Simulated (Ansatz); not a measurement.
## Is this Mo2W structure stable?

It was reached by relaxing an invented guess, and it needn't be the stable form of this composition.

The calculation used Ansatz 0.2.0, DFT PBE, scalar-relativistic, plane waves, PAW. Plane waves to 420 eV, a 12×12×16 mesh through Γ for the 3-atom cell and 0.10 eV Gaussian smearing; no spin polarisation.

```cif
data_structure
_symmetry_space_group_name_H-M 'P-3m1'
_symmetry_Int_Tables_number 164
_cell_length_a 4.4810
_cell_length_b 4.4810
_cell_length_c 2.7439
_cell_angle_alpha 90.000
_cell_angle_beta 90.000
_cell_angle_gamma 120.000
_cell_volume 47.72
loop_
_atom_site_label
_atom_site_type_symbol
_atom_site_symmetry_multiplicity
_atom_site_Wyckoff_symbol
_atom_site_fract_x
_atom_site_fract_y
_atom_site_fract_z
_atom_site_occupancy
Mo1 Mo 2 d 0.33333 0.66667 0.33533 1
W1 W 1 a 0.00000 0.00000 0.00000 1
```

The zero of energy is the elements' standard structures at the same level; no fitted shifts are applied.

Question: These tests were run: energy against the elements; random kick, then relaxation without symmetry; phonons at Γ; elastic tensor. What do they show?

Answer:

```tsv
test	result
energy against the elements	0.00 eV/atom
random kick, then relaxation without symmetry	returns
phonons at Γ	lowest optical mode 171 cm⁻¹
elastic tensor	least eigenvalue 113 GPa
```

It fails none of these tests outright. Whether a mixture of other phases lies lower isn't tested here. Phonons away from Γ weren't computed. Undecided within the accuracy: energy against the elements.

For metals, differences of a few meV/atom aren't resolved. These runs have no spin–orbit coupling, which can matter for W. The kick test ran on a coarse mesh. The run for the phonons used a 12×12×16 k mesh and Fermi–Dirac smearing of 0.15 eV. The run for the elastic tensor used a 12×12×16 k mesh and Fermi–Dirac smearing of 0.15 eV.
